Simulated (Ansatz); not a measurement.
NbAs:
```xyz
4
Lattice="-1.7367 1.7367 5.8752 1.7367 -1.7367 5.8752 1.7367 1.7367 -5.8752" Properties=species:S:1:pos:R:3 pbc="T T T"
Nb     0.0000     0.0000    11.7432
Nb     0.0000     1.7367     2.9304
As     0.0000     0.0000     4.9071
As     1.7367     0.0000     1.9695
```

Relaxed with PBE. Special points in fractions of this cell's reciprocal vectors: Γ (0.000, 0.000, 0.000); X (0.000, 0.000, 0.500); P (0.250, 0.250, 0.250); N (0.000, 0.500, 0.000); M (0.500, 0.500, -0.500); S (0.272, 0.728, -0.272); S0 (-0.272, 0.272, 0.272); R (-0.044, 0.044, 0.500); G (0.500, 0.500, -0.044).

**Question.** List the band energies nearest the Fermi level at these points for PBE with spin–orbit coupling (plane waves, PAW; program Ansatz).

**Answer.** In eV from the Fermi level; about four levels below and three above (degenerate sets whole), none deeper than 8.9 eV; points with the same levels are listed once.

| k | below | above |
|---|---|---|
| Γ | -1.44 -1.44 -1.30 -1.30 | 0.68 0.68 1.23 1.23 |
| X | -0.60 -0.60 -0.59 -0.59 | 2.35 2.35 2.35 2.35 |
| P | -0.59 -0.59 -0.58 -0.56 | 2.35 2.35 2.36 |
| N | -1.36 -1.36 -0.09 -0.09 | 0.06 0.06 1.16 1.16 |
| M | -0.56 -0.56 -0.56 -0.56 | 0.94 0.94 0.94 0.94 |
| S | -1.38 -1.36 -0.16 -0.11 | 0.13 0.22 1.41 |
| R | -0.64 -0.64 -0.63 -0.63 | 2.22 2.22 2.24 2.24 |

Space group I4_1md. The cell was relaxed with PBE under the symmetry of its start; of distortions, only those at the zone centre were tested. No spin polarisation was allowed. A small band overlap can be real or an error of a semilocal functional. The Fermi level of a semimetal is unsure by some 0.05 eV on such meshes.

Potentials: the later of the program's two PAW sets.
